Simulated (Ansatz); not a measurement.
TiO$_{2}$:
Space group Pbca (No. 61); a = 5.119 Å, b = 9.170 Å, c = 5.440 Å, α = β = γ = 90.00°

| atom | site | symmetry | x | y | z |
|---|---|---|---|---|---|
| Ti | 8c | 1 | 0.1380 | 0.3711 | 0.4048 |
| O | 8c | 1 | 0.4647 | 0.2700 | 0.3907 |
| O | 8c | 1 | 0.3158 | 0.4897 | 0.1485 |

Relaxed with PBEsol. The program Ansatz at the PBEsol level (PAW) gives a gap of 2.35 eV.

### Question
What gap does HSE06 give on the same cell (Ansatz, PAW)?

### Answer
3.88 eV, 1.54 eV more. The hybrid was solved on a coarser mesh and at special points; the gap given is the minimum over both.

| k | v1 PBEsol | c1 PBEsol | v1 HSE06 | c1 HSE06 |
|---|---|---|---|---|
| Γ | 0.00 | 2.35 | 0.00 | 3.88 |
| X | -0.19 | 2.65 | -0.19 | 4.24 |
| Z | -0.61 | 2.81 | ? | ? |
| U | -0.69 | 2.95 | -0.72 | 4.55 |
| Y | -0.20 | 2.50 | ? | ? |
| S | -0.30 | 2.76 | ? | ? |
| T | -0.53 | 2.94 | -0.55 | 4.57 |
| R | -0.53 | 3.01 | ? | ? |

### Question
Top valence (v1) and lowest conduction level (c1) in eV from each method's valence maximum (which need not be a listed point): supply the withheld HSE06 values.

### Answer

- Y, v1 HSE06: -0.18
- Y, c1 HSE06: 4.07
- R, v1 HSE06: -0.55
- R, c1 HSE06: 4.60
- Z, v1 HSE06: -0.61
- Z, c1 HSE06: 4.45
- S, v1 HSE06: -0.31
- S, c1 HSE06: 4.36

Cost on shared cores: the PBEsol run (SCF on a 6×3×5 mesh, then bands and DOS) very roughly 5 core-minutes, the HSE06 run (SCF on 3×2×3, then a few points) very roughly 11 core-minutes; the tasks are unlike.

The PBEsol relaxation kept the symmetry of its start. The run is not spin-polarised.

Potentials: the earlier of the program's two PAW sets. The files were generated under PBE; for other functionals the program regenerates the frozen cores, and for LDA and PBEsol the local potential too.
